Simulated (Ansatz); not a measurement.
Property card for MgZn$_{3}$S$_{4}$

MgZn3S4:
```yaml
crystal:
  lattice:
    - [6.27678, 0.00000, 0.00000]
    - [0.00000, 3.83276, 0.00000]
    - [-0.00499, 0.00000, 6.66041]
  atoms:
    - { symbol: Mg, position: [0.49991, 0.00000, 0.66631] }
    - { symbol: Zn, position: [0.49946, 0.50000, 0.16726] }
    - { symbol: Zn, position: [0.99991, 0.50000, 0.83684] }
    - { symbol: Zn, position: [0.99911, 0.00000, 0.32930] }
    - { symbol: S, position: [0.11099, 0.00000, 0.66497] }
    - { symbol: S, position: [0.12733, 0.50000, 0.16722] }
    - { symbol: S, position: [0.63122, 0.50000, 0.84497] }
    - { symbol: S, position: [0.62817, 0.00000, 0.32303] }
```

Space group Pm (No. 6); conventional cell a = 6.2768 Å, b = 3.8328 Å, c = 6.6604 Å, α = γ = 90.00°, β = 90.04°.

Method: the program Ansatz at the PBEsol level (PAW). Geometry: relaxed at this level of theory. Other levels are named where they apply.

**Cell and energy**

Volume per atom: 20.03 Å³
Density: 3.61 g/cm³
Formation energy from the elements (no fitted shifts): -0.96 eV/atom

**Electronic structure**

- Band gap = 2.30 eV (direct)
- Valence-band maximum = at Γ
- Conduction-band minimum = at Γ
- Electron effective mass = 0.19 mₑ (isotropic)
- Hole effective mass = 0.18, 1.8, 2.0 mₑ (principal values)
- HSE06 gap on the PBEsol cell = 3.65 eV

**Mechanics**

- Bulk modulus (Birch–Murnaghan fit) = 72.1 GPa
- Pressure derivative B′ = 4.3
- Elastic constants (relaxed ions, GPa) = C11 = 129, C22 = 113, C33 = 112, C12 = 45.3, C13 = 47.7, C23 = 55.3, C44 = 26.6, C55 = 23.9, C66 = 23.5, C15 = 0.1, C25 = 0.4, C35 = -0.4, C46 = -0.1
- Mechanical stability = stable (all eigenvalues of C positive)
- Hill bulk and shear moduli = 72.2 and 28.0 GPa
- Young's modulus = 74.3 GPa
- Poisson's ratio = 0.33
- Debye temperature from the elastic constants = 342 K
- Piezoelectric stress constants (proper, relaxed ions, C/m²) = e11 = -0.29, e12 = 0.17, e13 = 0.19, e24 = 0.11, e26 = e35 = 0.15, e32 = 0.07, e33 = -0.08

**Dielectric response**

- Electronic dielectric constant ε∞ (DFPT): 5.56 (xx), 5.53 (yy), 5.47 (zz)
- Static dielectric constant ε0 (ions relaxed, cell fixed): 8.62 (xx), 8.31 (yy), 8.23 (zz)
- Born charges (a third of the trace): Mg +1.94, Zn +1.90 to +1.96, S -2.00 to -1.87 e
- Largest static χ(2) component: 15 pm/V

**Phonons**

Highest zone-centre frequency (without LO–TO term): 366 cm⁻¹
Zone-centre stability: no imaginary mode at Γ

The workflow started from a Materials Project entry (that database holds measured and hypothetical structures alike); the Crystallography Open Database copy checked does not list it. With Mg and Zn taken as one species the cell has the higher symmetry P6_3mc, so it may be an ordered model of a mixed-site phase. Whether it is the stable phase at ambient conditions was not checked. The cell was relaxed with PBEsol under the symmetry of its start. Signs of piezoelectric constants follow the polarity of the cell as given. The references are the lowest solids computed at this level, not always the standard phases.

Potentials: the later of the program's two PAW sets.
